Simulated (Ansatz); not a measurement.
Rocksalt alloy of LiF and NaF (10 of 32 Li sites exchanged), 64 atoms

Ansatz, PAW, plane waves. PBEsol relaxation of volume and atoms (shape held) at the single k point (¼, ¼, ¼) without its symmetry partners; single points on the relaxed atoms at the Γ point alone, onto which points of the small cell's zone fold. Arrangement: random. No spin–orbit coupling unless named.

Relaxed structure:

```
CELL_PARAMETERS angstrom
8.49670 0.00000 0.00000
0.00000 8.49670 0.00000
0.00000 0.00000 8.49670
ATOMIC_POSITIONS crystal
F 0.26457 0.99807 0.99623
F 0.25446 0.98798 0.50015
F 0.26822 0.50075 0.01891
F 0.26403 0.50900 0.48343
F 0.74355 0.00244 0.00324
F 0.74792 0.01061 0.49494
F 0.74268 0.49952 0.00251
F 0.73645 0.48786 0.49350
F 0.97799 0.25369 0.99944
F 0.98725 0.23393 0.49928
F 0.98211 0.75172 0.01030
F 0.00922 0.76461 0.48510
F 0.51503 0.25040 0.98564
F 0.51265 0.24347 0.51358
F 0.51226 0.75102 0.99904
F 0.49241 0.75228 0.50108
F 0.99132 0.98480 0.24262
F 0.98281 0.99865 0.76503
F 0.99731 0.51756 0.23361
F 0.98716 0.50122 0.76508
F 0.50488 0.98455 0.25090
F 0.50732 0.99579 0.74890
F 0.50314 0.51779 0.24956
F 0.51434 0.50762 0.74998
F 0.24919 0.22239 0.25086
F 0.26643 0.23422 0.74891
F 0.25717 0.75648 0.25990
F 0.26543 0.76293 0.73817
F 0.74682 0.25311 0.24550
F 0.73611 0.25008 0.75113
F 0.74550 0.74901 0.23819
F 0.73625 0.75264 0.76201
Li 0.97629 0.99456 0.00151
Li 0.99526 0.99711 0.48472
Li 0.97083 0.50429 0.00700
Li 0.50486 0.99483 0.99667
Li 0.50429 0.99593 0.50228
Li 0.50882 0.50732 0.99953
Li 0.50549 0.51001 0.50128
Li 0.26039 0.76155 0.49390
Li 0.74349 0.24834 0.99955
Li 0.74112 0.24528 0.50261
Li 0.74259 0.75280 0.00096
Li 0.25820 0.98989 0.25137
Li 0.27177 0.99631 0.74922
Li 0.26375 0.53079 0.24972
Li 0.74464 0.99852 0.24562
Li 0.74508 0.00406 0.75680
Li 0.73937 0.50270 0.24360
Li 0.73803 0.49177 0.76133
Li 0.98948 0.75427 0.24312
Li 0.50967 0.24117 0.75051
Li 0.50579 0.75393 0.24694
Li 0.50653 0.75357 0.75095
Na 0.99766 0.50137 0.49343
Na 0.24817 0.24845 0.00093
Na 0.25430 0.24491 0.49881
Na 0.24786 0.75128 0.00111
Na 0.74781 0.75135 0.49936
Na 0.25790 0.50060 0.75175
Na 0.99750 0.24949 0.24750
Na 0.99597 0.24570 0.75052
Na 0.99918 0.75367 0.74881
Na 0.49889 0.25113 0.24912
```

**Question.** What are the mean bond lengths by pair (pairs within 1.2 times the sum of covalent radii, less contacts 15 % beyond the pair's median; cation–cation pairs of compounds aside; long ionic contacts are cut short by that bound)?

**Answer.** F–Li 2.064 ± 0.071 Å (standard deviation, 120 bonds); F–Na 2.207 ± 0.061 Å (standard deviation, 60 bonds).

**Question.** What gap lies between the top filled and the lowest empty level in the single points?

**Answer.** HSE06 9.82 eV (11 s on NVIDIA GB300).
